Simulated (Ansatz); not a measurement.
This run works on a generated trial structure, not on a known crystal.

Input and command of a plane-wave DFT calculation in Ansatz:

```yaml
crystal:
  lattice:
    - [8.1148273, 0.0, 0.0]
    - [0.0, 8.1148273, 0.0]
    - [0.0, 0.0, 3.81216604]
  atoms:
    - { symbol: Ge, position: [0.3749, 0.8749, 0.0] }
    - { symbol: Ge, position: [0.1251, 0.3749, 0.0] }
    - { symbol: Ge, position: [0.6251, 0.1251, 0.0] }
    - { symbol: Ge, position: [0.8749, 0.6251, 0.0] }
    - { symbol: Sb, position: [0.1727, 0.6727, 0.5] }
    - { symbol: Sb, position: [0.3273, 0.1727, 0.5] }
    - { symbol: Sb, position: [0.8273, 0.3273, 0.5] }
    - { symbol: Sb, position: [0.6727, 0.8273, 0.5] }
    - { symbol: Se, position: [0.0, 0.0, 0.0] }
    - { symbol: Se, position: [0.5, 0.5, 0.0] }
basis:
  ecutwfc: 420
kpoints:
  mp_grid: { grid: [2, 2, 3] }
hamiltonian:
  xc: pbe
scf:
  occupations: { method: gaussian, width: 0.15 }
  lower_state_search: "off"
output:
  forces: true
  stress: true
  eigenvalues: true
relax:
  adjacent_minimum: "off"
  f_tol: 0.08
  max_steps: 16
  cell: { stress_tol: 0.8 }
```

```bash
ansatz run input.yaml --threads 1 --pin off --max-ram 2560MiB --backend cpu --events-out ev --progress --plain --runs-dir out
```

Processor: Intel(R) Xeon(R) Platinum 8259CL CPU @ 2.50GHz (Skylake/Cascade Lake), 1 thread, on a host shared with other jobs.

Task: Estimate time, memory and problem size.

Result: About 85 s, peak memory 0.65 GiB. It solves 89 bands at 6 k points (after reduction by symmetry) with about 4667 plane waves (on the last cell), in 56 SCF iterations over 8 ionic steps.
